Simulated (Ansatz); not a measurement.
Understanding MgS from first principles

**What was measured.** A cell as deposited of cubic MgS (space group Fm-3m), temperature not stated, from the Crystallography Open Database (1963), has a = 5.203 Å and 17.61 Å³/atom.

The computed numbers are results of PBEsol, scalar-relativistic (no spin polarisation) in the plane-wave PAW code Ansatz at 420 eV, Γ-centred 10×10×10 mesh, 0.05 eV Gaussian smearing; PAW files: Ansatz's generated set soft_2.

The chain of runs began from a cell as deposited in COD, expanded in volume.

The relaxed structure (symmetry read at 0.01 Å). The structure is cubic, space group Fm-3m (No. 225). Conventional cell: a = 5.182 Å, b = 5.182 Å, c = 5.182 Å, α = 90.00°, β = 90.00°, γ = 90.00°. Mg (site symmetry m-3m) has 6 S at 2.59 Å as nearest neighbours. S (site symmetry m-3m) has 6 Mg at 2.59 Å as nearest neighbours. (Neighbours are counted to 15 % beyond the shortest distance.)

Task: Should it be a metal or an insulator?

Result: Formal charges Mg²⁺, S²⁻ balance and leave closed shells on every ion, so a band insulator is expected, and the gap is 2.73 eV.

Task: What kind of gap is it?

Result: It is indirect: 2.73 eV, against 3.69 eV for the smallest direct gap. Within 0.6 eV of the edges the projected states are 100 % S 3p at the top of the valence band and 90 % Mg 3s at the bottom of the conduction band. The lowest excitation takes an electron from S back to Mg, as in ionic insulators.

Task: What fixes the bond lengths?

Result: Shannon's ionic radii give a check on the bond lengths: Mg²⁺ with 6 neighbours 0.72 Å + S²⁻ 1.84 Å = 2.56 Å against a computed mean of 2.59 Å. Sums and bonds agree within 3 %, so ion sizes set the bond lengths.

Task: How stiff is it, in energy terms?

Result: B0·V0 = 78.1 GPa × 17.39 Å³ = 8.48 eV/atom sets the scale: near the minimum ΔE ≈ ½ B0 V0 x², with x = V/V0 − 1, and a pressure of 0.8 GPa squeezes the volume by about 1 %. At the ends of the curve: x = −4.0 % predicts 6.8 meV/atom and the run gives 7.2; x = +4.0 % predicts 6.8 meV/atom and the run gives 6.4. The lopsidedness is anharmonic: atoms resist being pushed together more than being pulled apart.

Task: Which Debye temperature follows from the elastic moduli?

Result: K = 78 GPa and G = 55 GPa (Hill). With a density of 2.690 g/cm³ (mean mass 28.2 u, 17.39 Å³/atom), K = 78.1 and G = 54.8 GPa from the unrounded constants, v_l = √((K + 4G/3)/ρ) = 7500 m/s and v_t = √(G/ρ) = 4510 m/s. The mean [(1/v_l³ + 2/v_t³)/3]^(−1/3) is 4990 m/s, and θ_D = (ħ/k_B)(6π²/V)^(1/3) v_m ≈ 570 K, with V the volume an atom.

All results together:

```
Volume                                                : 17.39 Å³/atom
Band gap                                              : 2.73 eV
Smallest direct gap                                   : 3.69 eV
Formation energy from the elements (0 K, uncorrected) : -1.49 eV/atom
Bulk modulus (Birch–Murnaghan)                        : 78 GPa
Pressure derivative B0′                               : 4.1
Shear modulus (Hill)                                  : 55 GPa
Young's modulus                                       : 133 GPa
Poisson's ratio                                       : 0.22
Elastically stable                                    : yes
```

**Comparison.** The computed cell (5.182 Å, 17.39 Å³/atom) differs from the database's by −1.2 % in volume, about −0.4 % in length. PBEsol was built to cure PBE's overestimate of volumes, and the static lattice lacks thermal expansion.

Kohn–Sham gaps of semilocal functionals lie under measured ones, often by a third or more.
